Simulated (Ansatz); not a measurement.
An ordered 4-atom cell of KScS2 on the rocksalt lattice (P4/mmm), relaxed with r2SCAN. Space group P4/mmm (No. 123), tetragonal; conventional cell a = 4.035 Å, c = 5.465 Å, 22.25 Å³ an atom. K is surrounded by 6 S at 2.73–2.85 Å; S is surrounded by 2 K at 2.73 Å and 4 Sc at 2.85 Å; Sc is surrounded by 6 S at 2.73–2.85 Å; S is surrounded by 2 Sc at 2.73 Å and 4 K at 2.85 Å.

```
K S Sc
1.0
     4.03526    0.00000    0.00000
     0.00000    4.03526    0.00000
     0.00000    0.00000    5.46549
K S Sc
1 2 1
Direct
  0.00000 0.00000 0.00000
  0.00000 0.00000 0.50000
  0.50000 0.50000 0.00000
  0.50000 0.50000 0.50000
```

The questions ask for values computed with Ansatz 0.2.0 on this geometry. Note: simulated data, non-magnetic, for a generated structure that need not be the stable one.

Given (6×6×6 mesh): With LDA the bands overlap by 0.01 eV (counted from 1, band 16 peaks at Γ and band 17 bottoms out at Γ–Z (0.33 of the way from Γ)): no gap.

Task: How does the gap change from LDA to r2SCAN (6×6×6)?

Result: r2SCAN gives a direct gap of 0.26 eV at Γ.

Task: How does the gap change from LDA to PBE0 (4×4×4)?

Result: With PBE0 the gap is 1.55 eV and direct, at Γ.

Task: Order these levels by the gap that they give, smallest first.
A. HSE06
B. PBE
C. r2SCAN
D. PBE0

Result: B (0.05 eV), C (0.26 eV), A (0.86 eV), D (1.55 eV).

Task: Roughly how does the cost of the LDA run (6×6×6) compare with r2SCAN's (6×6×6)?

Result: About 0.5 times as much (4 core-seconds against 8 core-seconds, on 2 threads of Intel(R) Xeon(R) Platinum 8375C CPU @ 2.90GHz (Ice Lake), with other jobs on the host).

Gaps or overlaps of about a tenth of an eV are at the limit of these meshes: between the points read a gap can be smaller or closed.

The meshes of the hybrids are coarse, so their gaps aren't converged to the digits shown.

Gaps under 0.1 eV (PBE) can't be told from a closed one: the bands may be in normal order or already inverted, which a gap's size doesn't show.
